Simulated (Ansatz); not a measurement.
Ga in space group Cmcm (No. 63; Pearson symbol oS40) at seven volumes, the program Ansatz at the r²SCAN level (PAW), shape and atoms relaxed at each. One row is withheld.

```tsv
V (Å³/atom)	P (GPa)
16.618	7.39
17.166	?
17.713	2.03
18.261	0.00
18.809	-1.68
19.357	-3.06
19.905	-4.20
```

**Question.** Fit the shown pressures and predict the withheld one.

**Answer.** P = (3/2)B₀(x^(7/2) − x^(5/2))[1 + (3/4)(B′ − 4)(x − 1)] with x = (V₀/V)^(2/3). Least squares on the six rows gives V₀ = 18.262 Å³/atom, B₀ = 61.2 GPa, B′ = 5.25. At V = 17.166, x = 1.0421 and P = 4.46 GPa. The run itself gave 4.47 GPa.

The workflow started from a Materials Project entry (that database holds measured and hypothetical structures alike); the Crystallography Open Database files this formula in space group No. 63, but the cells were not matched. It is not the phase usual at ambient conditions (space group No. 64). Symmetry was held in the r²SCAN relaxation; whether a distortion lowers the energy is not shown.

Potentials: the earlier of the program's two PAW sets.
